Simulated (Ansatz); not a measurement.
An Ansatz (a quantum-chemistry and plane-wave program) run. Input:

Ansatz 0.2 input:
```yaml
crystal:
  lattice:
    - [3.2865055784, 0.0, 0.0]
    - [-1.6432527892, 2.8461973205, 0.0]
    - [0.0, 0.0, 5.7006820536]
  atoms:
    - { symbol: Ga, position: [0.3333333333, 0.6666666667, 0.5012704006] }
    - { symbol: Cd, position: [0.6666666667, 0.3333333333, 0.9804008056] }
    - { symbol: O, position: [0.3333333333, 0.6666666667, 0.1721620944] }
    - { symbol: N, position: [0.6666666667, 0.3333333333, 0.5961566995] }
kpoints:
  mp_grid: { grid: [8, 8, 4] }
  band_path:
    path:
      - [[0.0, 0.0, 0.0], [0.5, 0.0, 0.0], [0.3333333333, 0.3333333333, 0.0], [0.0, 0.0, 0.0], [0.0, 0.0, 0.5], [0.5, 0.0, 0.5], [0.3333333333, 0.3333333333, 0.5], [0.0, 0.0, 0.5]]  # Γ-M-K-Γ-A-L-H-A
      - [[0.5, 0.0, 0.5], [0.5, 0.0, 0.0]]  # L-M
      - [[0.3333333333, 0.3333333333, 0.5], [0.3333333333, 0.3333333333, 0.0]]  # H-K
      - [VBM, CBM]
    npoints: 8
hamiltonian:
  xc: r2scan
  pseudopotentials: { azcp: { folder: ./paw }, kind: paw_fr }
magnetization: { noncollinear: true, spin_orbit: true }
scf:
  n_extra_bands: 12
  convergence: { dr2_threshold: 0.0000000001 }
  occupations: { method: gaussian, width: 0.01 }
checkpoint: { write: soc.run }
output: { eigenvalues: true }
```

Output (shortened):

```
Pseudopotential: Ga, paw, valence charge 13
Pseudopotential: Cd, paw, valence charge 20
Pseudopotential: O, paw, valence charge 6
Pseudopotential: N, paw, valence charge 5
Functional definition: r2SCAN
non-collinear run that drives no moment, with spin-orbit …
Crystal: 4 atoms, lattice volume = 53.324 Å³
Basis set: ecut = 500 eV, 1299 PW (Γ), exchange–correlation on 96×96×180 points (64 copies of the dense FFT grid, shifted against one another)
Bands: 56, of which v1, the nominal top of the filled ones, is band 44 counted from 1 (43 counted from 0)
Symmetry: 6 space group operations + 6 with time reversal
k-points: 35 of 256 (time reversal used)
Projection manifold: j_resolved (fully-relativistic pseudo-atomic orbitals)
SCF iter   1: F=—  HF=-13003.375054 eV  |F-HF|=—  |Δ(HF+E_count)|=         —  Δρ=1.00e-1  dr2=5.64e0  dr2_τ=8.05e-2  dr2_m=0.00e0 (ungated)  ethr=3.10e-3  |M|=0.00e0 ∫|m|=0.00e0 μB  |m|>n=0.0e0 m-floor=0.0e0 τ_xc=0.0e0  β_m=0.30  ⟨swp⟩=6.6  Hψ=8869  notcnv=0  defer=20
preconditioner: auto → Resta (q_TF=auto, 2.642 Å⁻¹)
spin=Noncollinear: Resta preconditioning applied to the charge; magnetization (m_x, m_y, m_z) channels mix plain (no charge-response kernel on spin).
SCF iter   2: F=—  HF=-13002.420774 eV  |F-HF|=—  |Δ(HF+E_count)|=   9.54e-1  Δρ=5.65e-2  dr2=1.62e0  dr2_τ=1.80e-2  dr2_m=0.00e0 (ungated)  ethr=3.10e-3  |M|=0.00e0 ∫|m|=0.00e0 μB  |m|>n=0.0e0 m-floor=0.0e0 τ_xc=0.0e0  β_m=0.45  ⟨swp⟩=2.4  Hψ=3556  notcnv=0  defer=230
SCF iter   3: F=—  HF=-13002.247594 eV  |F-HF|=—  |Δ(HF+E_count)|=   1.73e-1  Δρ=2.25e-2  dr2=2.08e-1  dr2_τ=3.37e-3  dr2_m=0.00e0 (ungated)  ethr=3.10e-3  |M|=0.00e0 ∫|m|=0.00e0 μB  |m|>n=0.0e0 m-floor=0.0e0 τ_xc=0.0e0  β_m=0.60  ⟨swp⟩=2.3  Hψ=3210  notcnv=0  defer=234
SCF iter   4: F=—  HF=-13002.250324 eV  |F-HF|=—  |Δ(HF+E_count)|=   2.73e-3  Δρ=5.35e-3  dr2=1.56e-2  dr2_τ=3.12e-4  dr2_m=0.00e0 (ungated)  ethr=4.72e-4  |M|=0.00e0 ∫|m|=0.00e0 μB  |m|>n=0.0e0 m-floor=0.0e0 τ_xc=0.0e0  β_m=0.68  ⟨swp⟩=3.1  Hψ=3129  notcnv=0  defer=234
SCF iter   5: F=—  HF=-13002.250765 eV  |F-HF|=—  |Δ(HF+E_count)|=   4.41e-4  Δρ=2.08e-3  dr2=1.61e-3  dr2_τ=2.63e-5  dr2_m=0.00e0 (ungated)  ethr=3.55e-5  |M|=0.00e0 ∫|m|=0.00e0 μB  |m|>n=0.0e0 m-floor=0.0e0 τ_xc=0.0e0  β_m=0.84  ⟨swp⟩=2.2  Hψ=3468  notcnv=0  defer=234
SCF iter   6: F=—  HF=-13002.251289 eV  |F-HF|=—  |Δ(HF+E_count)|=   5.24e-4  Δρ=5.55e-4  dr2=1.62e-4  dr2_τ=4.73e-6  dr2_m=0.00e0 (ungated)  ethr=3.66e-6  |M|=0.00e0 ∫|m|=0.00e0 μB  |m|>n=0.0e0 m-floor=0.0e0 τ_xc=0.0e0  β_m=0.82  ⟨swp⟩=2.0  Hψ=3172  notcnv=0  defer=234
SCF iter   7: F=—  HF=-13002.251264 eV  |F-HF|=—  |Δ(HF+E_count)|=   2.56e-5  Δρ=2.02e-4  dr2=1.91e-5  dr2_τ=2.80e-7  dr2_m=0.00e0 (ungated)  ethr=3.68e-7  |M|=0.00e0 ∫|m|=0.00e0 μB  |m|>n=0.0e0 m-floor=0.0e0 τ_xc=0.0e0  β_m=0.78  ⟨swp⟩=2.0  Hψ=3127  notcnv=0  defer=234
SCF iter   8: F=—  HF=-13002.251253 eV  |F-HF|=—  |Δ(HF+E_count)|=   1.10e-5  Δρ=6.88e-5  dr2=2.60e-6  dr2_τ=2.71e-8  dr2_m=0.00e0 (ungated)  ethr=4.34e-8  |M|=0.00e0 ∫|m|=0.00e0 μB  |m|>n=0.0e0 m-floor=0.0e0 τ_xc=0.0e0  β_m=0.84  ⟨swp⟩=2.0  Hψ=2867  notcnv=0  defer=234
SCF iter  14: F=-13002.251256 eV  HF=-13002.251256 eV  |F-HF|=5.46e-12  |Δ(HF+E_count)|=  6.73e-11  Δρ=2.20e-7  dr2=2.16e-11  dr2_τ=5.67e-13  dr2_m=0.00e0 (ungated)  ethr=1.00e-12  |M|=0.00e0 ∫|m|=0.00e0 μB  |m|>n=0.0e0 m-floor=0.0e0 τ_xc=0.0e0  ⟨swp⟩=1.0  Hψ=5086  notcnv=0
SCF 1 converged in 14 iterations: F = -13002.251256 eV  dr2 = 2.16e-11
NSCF: frozen V_eff on 34 k-points
NSCF: frozen V_eff on 34 k-points
NSCF: frozen V_eff on 18 k-points
NSCF: frozen V_eff on 4 k-points
NSCF: frozen V_eff on 4 k-points
NSCF: frozen V_eff on 4 k-points
NSCF: frozen V_eff on 6 k-points
NSCF: frozen V_eff on 9 k-points
NSCF: frozen V_eff on 8 k-points
NSCF: frozen V_eff on 2 k-points
NSCF: frozen V_eff on 3 k-points
NSCF: frozen V_eff on 84 k-points
SCF converged after 14 iterations
Magnetization: |M| = 0.0000 μB,  M = (+0.0000, +0.0000, +0.0000) μB
Absolute magnetization: 0.0000 μB (∫|m|)
  site 0: m = (+0.0000, +0.0000, +0.0000) μB, |m| = 0.0000 μB  (R = 0.77 Å)
  site 1: m = (+0.0000, +0.0000, +0.0000) μB, |m| = 0.0000 μB  (R = 0.90 Å)
  site 2: m = (+0.0000, +0.0000, +0.0000) μB, |m| = 0.0000 μB  (R = 0.77 Å)
  site 3: m = (+0.0000, +0.0000, +0.0000) μB, |m| = 0.0000 μB  (R = 0.81 Å)
Free energy (F): -13002.251256 eV
Harris-Foulkes:  -13002.251256 eV  (|F-HF|=5.46e-12)
Internal energy: -13002.251256 eV  (E = F + TS)
E sigma→0 (E₀):  -13002.251256 eV
Fermi energy:    9.982580 eV
--- Per-component energies (eV) ---
  E_band       = -469.786989
  E_kinetic    = 848.021453
  E_local      = -4999.202419  (includes V_loc(G=0)·N_el)
  E_nonlocal   = 122.656581
  E_hartree    = 2532.381277
  E_xc         = -334.216335
  E_vxc        = -456.995100  (∫ρ·V_xc dr)
  E_paw        = -6417.820852  (= ΣΔE_a)
  E_vpaw       = -1077.810180  (= ΣTr[D̂ρ^β])
  E_aug_tail   = 0.000285  (compensation charges beyond the density's cutoff)
  E_vtau       = 28.779739  (kinetic-family band-sum trace: ∫τ·v_τ [+ j·A + Jᵃ·Aᵃ] dr)
  E_ewald      = -4752.805500
  E_core_change = -1.265746  (= ΣΔE_core)
  E_smearing   =  0.000000  (= −TS)
  E_closure    = 0.000000  (closes the sum)
  Σ components = -13002.251256   (vs F -13002.251256, Δ=0.00e0)
  [band-id]    e_kinetic+e_local+e_nonlocal+2·e_hartree+e_vxc+e_vpaw+e_augmentation_tail+e_vtau = -469.787087   (vs E_band -469.786989, Δ=-9.80e-5)
--- Band table (eV; the first three rows and the last of 35) ---
  k-point 0: bands = ["-93.8636", "-93.8636", "-58.0128", "-58.0128", "-52.3273", "-52.3273", "-52.2637", "-52.2637", "-9.2032", "-9.2032", "-5.7913", "-5.7913", "-4.1526", "-4.1526", "-3.9223", "-3.9223", "-3.6987", "-3.6987", "-3.5641", "-3.5641", …
  k-point 1: bands = ["-93.8637", "-93.8637", "-58.0128", "-58.0128", "-52.3273", "-52.3273", "-52.2637", "-52.2637", "-9.1904", "-9.1904", "-5.7924", "-5.7924", "-4.1528", "-4.1525", "-3.9282", "-3.9282", "-3.7009", "-3.7009", "-3.5645", "-3.5639", …
  k-point 2: bands = ["-93.8638", "-93.8638", "-58.0128", "-58.0128", "-52.3273", "-52.3273", "-52.2637", "-52.2637", "-9.1774", "-9.1774", "-5.7937", "-5.7937", "-4.1527", "-4.1527", "-3.9351", "-3.9351", "-3.7034", "-3.7034", "-3.5643", "-3.5643", …
  k-point 34: bands = ["-93.8630", "-93.8630", "-58.0178", "-58.0175", "-52.3401", "-52.3391", "-52.2664", "-52.2661", "-8.8673", "-8.8594", "-5.3927", "-5.3084", "-4.0409", "-4.0280", "-3.9263", "-3.7262", "-3.6070", "-3.5831", "-3.5402", "-3.5148", …
```

Cost: about 2.8 core-minutes (a rough figure) on shared cores.

Space group P3m1. The start of the workflow was typed in or built on a structure type; neither database checked (COD, Materials Project) lists it. Whether it is the stable phase at ambient conditions was not checked. Symmetry was held in the r²SCAN relaxation; its stability against distortions is not shown here.

Potentials: the earlier of the program's two PAW sets.

Ansatz is a plane-wave DFT program.
